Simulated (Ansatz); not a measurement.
WC in space group P-6m2 (No. 187; W on 1a, C on 1f) at seven volumes, DFT-LDA in the program Ansatz with PAW potentials, shape and atoms relaxed at each. One row is withheld.

| V (Å³/atom) | P (GPa) |
|---|---|
| 9.213 | 48.49 |
| 9.517 | 29.71 |
| 9.821 | 13.68 |
| 10.125 | -0.01 |
| 10.428 | -11.71 |
| 10.732 | -21.68 |
| 11.036 | ? |

Question: Fit the shown pressures and predict the withheld one.

Answer: P = (3/2)B₀(x^(7/2) − x^(5/2))[1 + (3/4)(B′ − 4)(x − 1)] with x = (V₀/V)^(2/3). Least squares on the six rows gives V₀ = 10.125 Å³/atom, B₀ = 421 GPa, B′ = 4.22. At V = 11.036, x = 0.9442 and P = -30.25 GPa. The run itself gave -30.18 GPa.

The cell was relaxed with LDA under the symmetry of its start; phonons on a q-mesh show no instability. No spin polarisation was allowed. Scalar-relativistic: spin–orbit coupling is off unless named, which matters more the heavier the elements.

Potentials: the later of the program's two PAW sets.
